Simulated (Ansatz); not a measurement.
ZnGaNO:
```yaml
crystal:
  lattice:
    - [3.25557, 0.00000, 0.00000]
    - [-1.62779, 2.81941, 0.00000]
    - [0.00000, 0.00000, 10.29520]
  atoms:
    - { symbol: Ga, position: [0.33333, 0.66667, 0.00389] }
    - { symbol: N, position: [0.33333, 0.66667, 0.18695] }
    - { symbol: Ga, position: [0.66667, 0.33333, 0.25778] }
    - { symbol: N, position: [0.66667, 0.33333, 0.44101] }
    - { symbol: Zn, position: [0.33333, 0.66667, 0.48740] }
    - { symbol: O, position: [0.33333, 0.66667, 0.70120] }
    - { symbol: Zn, position: [0.66667, 0.33333, 0.72473] }
    - { symbol: O, position: [0.66667, 0.33333, 0.94333] }
```

Relaxed with PBEsol. Special points in fractions of this cell's reciprocal vectors: Γ (0.000, 0.000, 0.000); M (0.500, 0.000, 0.000); K (0.333, 0.333, 0.000); A (0.000, 0.000, 0.500); L (0.500, 0.000, 0.500); H (0.333, 0.333, 0.500).

### Question
List the band energies nearest the Fermi level at these points for PBEsol (plane waves, PAW; program Ansatz).

### Answer
In eV from the Fermi level; about four levels below and three above (degenerate sets whole), none deeper than 8.9 eV; points with the same levels are listed once.

```tsv
k	below	above
Γ	-2.07 -1.93 -1.93 -1.45	0.29 0.29 1.24
M	-3.48 -3.06 -2.38 -1.31	1.55 2.73 3.61
K	-4.14 -3.17 -2.63 -2.27	3.34 3.57 4.77
A	-2.29 -2.29 -1.93 -1.93 -0.61	0.29 0.29 0.82
L	-3.44 -3.10 -2.30 -1.32	1.43 2.70 3.71
H	-3.97 -3.20 -2.79 -2.41	3.35 3.45 4.99
```

Space group P3m1. The start of the workflow was typed in or built on a structure type; the Crystallography Open Database copy checked does not list it. Whether it is the stable phase at ambient conditions was not checked. Symmetry was held in the PBEsol relaxation; its stability against distortions is not shown here. Scalar-relativistic: spin–orbit coupling is off unless named, which matters more the heavier the elements.

Potentials: the earlier of the program's two PAW sets. The files were generated under PBE; for other functionals the program regenerates the frozen cores, and for LDA and PBEsol the local potential too.
